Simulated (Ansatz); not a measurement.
**Elastic constants of LiCu: input and output**

All numbers below come from DFT PBEsol, scalar-relativistic, plane waves, PAW in Ansatz 0.2.0.

It can be run as:
```bash
ansatz run input.yaml --threads 1 --pin off --backend cpu --events-out ev --progress --plain --runs-dir out  # memory cap (--max-ram) not shown
```

Input (bare energies are in eV):
```yaml
crystal:
  lattice:
    - [2.5611729613, 0.0, 0.0]
    - [-1.2805864807, 2.218040848, 0.0]
    - [0.0, 0.0, 8.5996925653]
  atoms:
    - { symbol: Li, position: [0.3333333333, 0.6666666667, 0.25] }
    - { symbol: Li, position: [0.6666666667, 0.3333333333, 0.75] }
    - { symbol: Cu, position: [0.0, 0.0, 0.0] }
    - { symbol: Cu, position: [0.0, 0.0, 0.5] }
basis:
  ecutwfc: 420
kpoints:
  mp_grid: { grid: [18, 18, 6] }
hamiltonian:
  xc: pbesol
scf:
  occupations: { method: fermi_dirac, width: 0.15 }
output:
  forces: true
  stress: true
  eigenvalues: true
elastic:
  mode: relaxed_ion
  amplitude: 0.005
  stencil: two_point
```

From the output:
```
--- Elastic constants: 3 strain directions × 2 members + reference (group order 24) ---
  dense FFT box of the reference and of every strained cell: 18×18×60
  strains applied: 11, 33, 23; error gains: componentwise 1.00 (the most a stress slope's error grows in a printed constant), spectral 1.41 (1 for all six strains in a standard setting)
  C = ∂σ_k/∂η_j (tension-positive GPa; Voigt order 11 22 33 23 13 12):
       119.632     77.296     20.945      0.000      0.000      0.000
        77.296    119.632     20.945     -0.000     -0.000     -0.000
        20.932     20.932    130.889      0.000      0.000     -0.000
         0.000     -0.000     -0.000     17.091      0.000      0.000
         0.000     -0.000      0.000      0.000     17.091     -0.000
         0.000     -0.000      0.000     -0.000      0.000     21.168
  reference stress σ⁰ (GPa):     -0.001     -0.001      0.000     -0.000      0.000     -0.000
  C* (energy form; C + prestress term) asymmetry max|C*_kj − C*_jk| = 1.128e-2 GPa — a small one proves nothing (zero by symmetry where the batch's group is 432, −43m or m−3m); a large one is finite-difference/SCF noise where every solve ...
  moduli (Voigt/Reuss/Hill, GPa): K = 67.61/66.41/67.01   G = 27.80/21.95/24.88   E = 66.41   ν = 0.335
  mechanically stable: yes (min eigenvalue of sym C = 17.09 GPa)
  the stresses are not corrected for the forces that the relaxations left standing (`elastic.f_tol`)
  strain η (Voigt 11):  stress-route row diagonal C_11 = 119.63 GPa, energy-path curvature d²(F+E_count+ΔE)/dδ²/Ω₀ = 119.68 GPa
         δ    σ_11 (GPa) F (eV) n_scf n_hpsi n_pw
    -5.000e-3      -0.6150      -13583.4986000      13  203428    991   relax 3 steps, max|allowed force component| 4.38e-5 eV/Å
     5.000e-3       0.5813      -13583.4986178      13  203098    995   relax 3 steps, max|allowed force component| 1.88e-6 eV/Å
  strain η (Voigt 33):  stress-route row diagonal C_33 = 130.89 GPa, energy-path curvature d²(F+E_count+ΔE)/dδ²/Ω₀ = 130.93 GPa
         δ    σ_33 (GPa) F (eV) n_scf n_hpsi n_pw
    -5.000e-3      -0.6612      -13583.4985632       8   71363    995   relax 0 steps, max|allowed force component| 8.67e-18 eV/Å
     5.000e-3       0.6477      -13583.4985675       7   63543    995   relax 0 steps, max|allowed force component| 2.14e-17 eV/Å
  strain η (Voigt 23):  stress-route row diagonal C_44 = 17.09 GPa, energy-path curvature d²(F+E_count+ΔE)/dδ²/Ω₀ = 17.11 GPa
         δ    σ_23 (GPa) F (eV) n_scf n_hpsi n_pw
    -5.000e-3      -0.0855      -13583.4989994      13  291745    995   relax 2 steps, max|allowed force component| 4.76e-5 eV/Å
     5.000e-3       0.0855      -13583.4989994      13  291807    995   relax 2 steps, max|allowed force component| 4.76e-5 eV/Å
```

The cell was built by swapping an element in a database structure (itself possibly hypothetical) and relaxing; it need not be the stable form of this composition. In a metal, frequencies and elastic constants depend on the k mesh and the smearing, soft modes and shear constants most.

The least eigenvalue is 17.1 GPa; in a metal on this mesh the verdict on stability isn't firm within about 20 GPa or a tenth of the bulk modulus.